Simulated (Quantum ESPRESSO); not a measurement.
Kohn-Sham bands of ZrO2 (anatase)

```yaml
crystal:
  lattice:
    - [0.00000, -4.01520, 0.00000]
    - [4.01520, 0.00000, 0.00000]
    - [-2.00760, 2.00760, 5.34588]
  atoms:
    - { symbol: Zr, position: [0.00000, 0.00000, 0.00000] }
    - { symbol: Zr, position: [0.75000, 0.25000, 0.50000] }
    - { symbol: O, position: [0.79839, 0.79839, 0.59678] }
    - { symbol: O, position: [0.54839, 0.04839, 0.09678] }
    - { symbol: O, position: [0.95161, 0.45161, 0.90322] }
    - { symbol: O, position: [0.20161, 0.20161, 0.40322] }
```

Cell from Materials Project (mp-754403), symmetrised, no further relaxation. Not found in the COD (Crystallography Open Database) copy used, which has the formula in other groups; not checked further. Method: PBEsol plane waves in Quantum ESPRESSO 7.5 (PseudoDojo norm-conserving files, 68 Ry, no spin polarisation, no spin-orbit coupling), Bloch states on a 6×6×6 mesh through Γ, Wannier90 4.0.1. Density: 8×8×8 mesh, cold smearing 0.01 Ry.

Energies are relative to the valence-band maximum; weights are on the orthonormalised atomic waves of the pseudopotential files, averaged over the group. 48 electrons a cell are treated as valence.

Problem. Into which isolated groups do the bands fall, where do they lie and what are they made of?

Solution. 
| bands | from (eV) | to (eV) | filling | weight on atomic waves |
|---|---|---|---|---|
| 1–2 | -46.86 | -46.78 | filled | Zr 4s 96 % |
| 3–8 | -25.53 | -24.72 | filled | Zr 4p 94 % |
| 9–12 | -16.44 | -14.72 | filled | O 2s 80 %, Zr 4d 10 %, Zr 5s 5 % |
| 13–24 | -3.96 | 0.00 | filled | O 2p 81 %, Zr 4d 15 % |

The Kohn-Sham gap over both meshes and the path is 3.87 eV.
